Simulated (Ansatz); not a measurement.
5 guesses for ScSi₄O and where they end

The calculation used DFT PBE, scalar-relativistic, plane waves, PAW in Ansatz. All cells share a 420 eV cutoff and Γ-centred k meshes spaced at most about 0.3 Å⁻¹ (about 0.25 or finer for metals, 2π included). No spin polarisation in the final relaxations.

Each guess was relaxed in cell and atoms at zero pressure, within the symmetry of its start. All energies are static (0 K, no zero-point motion). Coordination counts Sc or Si atoms around O (for each partner element, those within 1.25 times its shortest distance or 1.15 times the sum of covalent radii, where it is the nearest in units of that sum or under 1.3; the shortest distance is added where it exceeds 1.18 times the sum of covalent radii).

| guess | made from | start group | V start (Å³/atom) | end group | V end (Å³/atom) | coordination at the end | gap on mesh (eV) | E over the lowest end (meV/atom) |
| --- | --- | --- | --- | --- | --- | --- | --- | --- |
| 1 | TbAlCo4 type | Cmmm | 14.9 | Cmmm | 15.3 | O 8 from 2.1 Å | 0 | 80 |
| 2 | random cell | P6/mmm | 14.2 | P6/mmm | 15.6 | O 2 | 0 | 0 |
| 3 | H4BrN type | P-43m | 12.5 | P-43m | 21.3 | O 4 | 0 | 751 |
| 4 | GdDyAl4 type | F-43m | 15.4 | ? | ? | ? | ? | ? |
| 5 | random cell | P4/mmm | 16.4 | P4/mmm | 19.4 | O 4 from 2.5 Å | 0 | 674 |

Guess 4 as it starts:

```
Sc Si O
1.0
     0.00000    3.58775    3.58775
     3.58775    0.00000    3.58775
     3.58775    3.58775    0.00000
Sc Si O
1 4 1
Cartesian
  0.0000 0.0000 0.0000
  2.6910 4.4845 4.4845
  2.6910 2.6910 2.6910
  4.4845 2.6910 4.4845
  4.4845 4.4845 2.6910
  5.3816 5.3816 5.3816
```

Problem. Fill in the missing row: what does this guess relax into, and where does it rank?

Solution. It ends in space group F-43m (No. 216), with a = 7.015 Å, 14.4 Å³/atom and no gap. It lies 15 meV/atom over the lowest end, above guess 2 and below guess 1. The shortest distance is 2.45 Å (Si–Si) in this end and 2.33 Å (Sc–O and Si–Si) in the lowest (guess 2). This end holds Si–Si bonds in all directions (shortest 2.45 Å); the lowest (guess 2) holds Si–Si chains (shortest 2.33 Å).

```
CELL_PARAMETERS angstrom
0.00000 3.50733 3.50733
3.50733 0.00000 3.50733
3.50733 3.50733 0.00000
ATOMIC_POSITIONS crystal
Sc 0.00000 0.00000 0.00000
Si 0.37630 0.37630 0.37630
Si 0.87111 0.37630 0.37630
Si 0.37630 0.37630 0.87111
Si 0.37630 0.87111 0.37630
O 0.75000 0.75000 0.75000
```

The zero of energy is the elements' standard structures at the same level (O₂ as a molecule); no fitted shifts are applied.

Problem. Is the lowest end bound against the elements?

Solution. Yes: its formation energy is −0.09 eV/atom. A negative formation energy is needed for stability but isn't enough: competing phases decide.

For metals, differences of a few meV/atom aren't resolved. Cells relaxed within their symmetry can be saddle points. A lower structure may well exist outside this small set. Some types were kept out of the candidates beforehand, so the set may lack a known form.
